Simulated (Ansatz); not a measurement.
Several occupations of a hcp lattice at one composition, 8 Au, 4 Rh, 8 Ru. Sites, in fractions of the cell 4.228 -2.441 -4.510; 4.228 -2.441 4.510; -1.409 -7.324 0.000 Å:

| cell | sites |
| --- | --- |
| all | Ru (0.74 0.99 0.20), Ru (0.84 0.09 0.80) |
| 1 | Au (0.16 0.91 0.20), Au (0.26 0.01 0.80), Au (0.44 0.69 0.40), Au (0.54 0.79 0.00), Au (0.56 0.31 0.60), Au (0.66 0.41 0.20), Au (0.86 0.61 0.40), Au (0.96 0.71 0.00), Rh (0.04 0.29 0.00), Rh (0.14 0.39 0.60), Rh (0.24 0.49 0.20), Rh (0.46 0.21 0.00), Ru (0.06 0.81 0.60), Ru (0.34 0.59 0.80), Ru (0.36 0.11 0.40), Ru (0.64 0.89 0.60), Ru (0.76 0.51 0.80), Ru (0.94 0.19 0.40) |
| 2 | Au (0.04 0.29 0.00), Au (0.16 0.91 0.20), Au (0.24 0.49 0.20), Au (0.46 0.21 0.00), Au (0.54 0.79 0.00), Au (0.56 0.31 0.60), Au (0.64 0.89 0.60), Au (0.96 0.71 0.00), Rh (0.34 0.59 0.80), Rh (0.36 0.11 0.40), Rh (0.76 0.51 0.80), Rh (0.94 0.19 0.40), Ru (0.06 0.81 0.60), Ru (0.14 0.39 0.60), Ru (0.26 0.01 0.80), Ru (0.44 0.69 0.40), Ru (0.66 0.41 0.20), Ru (0.86 0.61 0.40) |
| 3 | Au (0.04 0.29 0.00), Au (0.14 0.39 0.60), Au (0.24 0.49 0.20), Au (0.36 0.11 0.40), Au (0.46 0.21 0.00), Au (0.76 0.51 0.80), Au (0.86 0.61 0.40), Au (0.94 0.19 0.40), Rh (0.06 0.81 0.60), Rh (0.26 0.01 0.80), Rh (0.34 0.59 0.80), Rh (0.64 0.89 0.60), Ru (0.16 0.91 0.20), Ru (0.44 0.69 0.40), Ru (0.54 0.79 0.00), Ru (0.56 0.31 0.60), Ru (0.66 0.41 0.20), Ru (0.96 0.71 0.00) |

Each was relaxed without symmetry on coarser meshes and computed once more. Computed with DFT PBE, scalar-relativistic, plane waves, PAW (Ansatz).

Plane waves to 420 eV, a k mesh through Γ of 5×5×5 on the computed 20-atom cell and Gaussian smearing (0.10 eV); no spin polarisation.

Warren–Cowley parameters of the first shell of the sublattice with most elements (negative: unlike neighbours preferred):
| cell | Au-Ru | Au-Rh | Rh-Ru |
| --- | --- | --- | --- |
| 1 | -0.02 | 0.01 | 0.01 |
| 2 | -0.07 | -0.20 | -0.09 |
| 3 | -0.04 | 0.06 | 0.06 |

Forces of up to 0.09 eV/Å remain on the final mesh.

Task: Which occupation is lowest in energy, and by how much?

Result: Cell 3.
| cell | E − E(lowest) (meV/atom) | V (Å³/atom) |
| --- | --- | --- |
| 3 | 0.0 | 15.49 |
| 1 | 22.0 | 15.48 |
| 2 | 26.8 | 15.51 |

Spin–orbit coupling is left out, which can shift energies with elements as heavy as these.

Cost: 6 runs of about 63 core-minutes in all (earlier runs that led there not counted), on Arm Neoverse V1 (shared hosts).